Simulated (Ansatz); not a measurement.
SiC₂ in space group P4_2/mmc (No. 131; Si on 2e, C on 4i), DFT-r²SCAN in the program Ansatz with PAW potentials, all energies at zero smearing, with the estimated change up to a 700 eV cutoff added, with one set of potentials and settings (totals compare only within such a set). Cell of 6 atoms (2 Si, 4 C): -2282.479 eV.

```csv
element,reference phase,E (eV/atom)
Si,"Fd-3m, 2 atoms in the cell",-639.0667
C,"P6_3/mmc, 4 atoms in the cell",-251.6711
```

Formation energy per atom, worked out: (-2282.479 − 2×(-639.0667) − 4×(-251.6711))/6 = 0.390 eV/atom (38 kJ per mol of atoms), at 0 K, without zero-point energy or fitted corrections.

The start of the workflow was typed in or built on a structure type; neither database checked (COD, Materials Project) lists it. Whether it is the stable phase at ambient conditions was not checked. Symmetry was held in the r²SCAN relaxation; whether a distortion lowers the energy is not shown. Its formation energy is positive at this level, so the cell may be metastable or incomplete. The references are the lowest solids computed at this level, not always the standard phases.

Potentials: the later of the program's two PAW sets.
